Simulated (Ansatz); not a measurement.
## Notes on Ca3GdCu

```
Gd Cu Ca
1.0
     0.00000    4.47480    0.00000
     4.47480    0.00000    0.00000
     2.23740    2.23740   -5.72125
Gd Cu Ca
1 1 3
Direct
  0.11609 0.11609 0.76782
  0.51410 0.51410 0.97180
  0.86627 0.36627 0.26746
  0.36627 0.86627 0.26746
  0.73590 0.73590 0.52820
```

Method: PBE, collinear spin; PAW, plane waves to 420 eV, 6×6×6 Γ-centred mesh, fermi-dirac occupations (width 0.0513 eV) (Ansatz 0.2.0), atoms fixed.

Magnetic state (reached from a saved solution, and it need not be the lowest): Gd1 up.

Question: What is the formation energy?

Answer: 0.89 eV an atom against the elements' usual phases (free molecules for gases, crystals otherwise, with no correction for O₂ or N₂), so at this geometry it isn't bound against them. Relaxing would lower it.

Question: What happens at the Fermi level?

Answer: It is a metal, with about 6.6 states/eV a cell as the mean within 0.25 eV of the Fermi level.

Question: How is the charge shared?

Answer: Bader charges in e: Ca +0.00 to +0.57, Gd +0.31, Cu -1.45. In the mean Ca gives up most and Cu takes most.

Question: Describe some of the short contacts.

Answer: Cu–Ca at 2.54 Å: least valence density 0.25 e/Å³ and ELF 0.13 there. Ca–Ca at 2.69 Å: least valence density 0.14 e/Å³ and ELF 0.03 there. Gd–Cu at 3.37 Å: least valence density 0.11 e/Å³ and ELF 0.14 there. Both are smooth PAW fields, read partly inside the augmentation spheres.

Question: How large are the moments?

Answer: Gd1 +7.64 μB of spin moment in Bader basins; net size 8.66 μB a cell.

Question: Where is the largest force?

Answer: The largest is on Ca5: 2.52 eV/Å, components (0.00, 0.00, -2.52). It makes 0° with the line to a nearest neighbour, Cu2 at 2.54 Å, pointing towards it.

Question: Is the cell too large or too small?

Answer: The pressure is 15.1 GPa (compression positive), so with the atoms held at these fractions the cell would first expand; the forces are large, so a full relaxation may end otherwise.

Origin: a known structure type with other elements, at an estimated volume, so it need not be a known compound. Caveats: atoms or cell far from equilibrium; f shells without a U or exact exchange are poorly placed.
